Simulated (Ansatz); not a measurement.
Cell and atoms are relaxed with the symmetry kept. Start:

```yaml
crystal:
  lattice:
    - [1.58222, -2.23949, 0.00000]
    - [1.58222, 2.23949, 0.00000]
    - [0.00000, 0.00000, 8.95120]
  atoms:
    - { symbol: Re, position: [0.00000, 0.00000, 0.00000] }
    - { symbol: W, position: [0.50000, 0.50000, 0.75217] }
    - { symbol: W, position: [0.00000, 0.00000, 0.50000] }
    - { symbol: W, position: [0.50000, 0.50000, 0.24783] }
```

Method: Ansatz, DFT PBEsol, scalar-relativistic, plane waves, PAW.

Plane waves to 420 eV, a k mesh through Γ of 16×16×6 on the computed 4-atom cell and Gaussian smearing (0.10 eV); no spin polarisation.

What does it relax to?

The volume decreases by 0.44 Å³/atom to 15.42 Å³/atom, and the energy falls by 12.3 meV/atom. Final structure:
```
Re W
1.0
     1.56734   -2.21895    0.00000
     1.56734    2.21895    0.00000
     0.00000    0.00000    8.86943
Re W
1 3
Direct
  0.00000 0.00000 0.00000
  0.50000 0.50000 0.75217
  0.00000 0.00000 0.50000
  0.50000 0.50000 0.24783
```

Course of the relaxation (steps run on the plane waves of an earlier cell, and the basis is chosen afresh near the end, so energy and pressure can step there; trial steps that raised the energy were taken back; energies are free energies):

| step | E − E_final (meV/atom) | largest force component (eV/Å) | P (GPa) | V (Å³/atom) |
| --- | --- | --- | --- | --- |
| 1 | 12.3 | 0.021 | -8.83 | 15.86 |
| 2 | 137.9 | 0.050 | 36.38 | 14.10 |
| 3 | 0.0 | 0.007 | -1.27 | 15.48 |
| 4 | -0.2 | 0.002 | 0.06 | 15.42 |
| 5 | -0.2 | 0.001 | 0.00 | 15.42 |
| 6 | 0.0 | 0.000 | 0.00 | 15.42 |

Spin–orbit coupling is left out, which can shift energies with elements as heavy as these.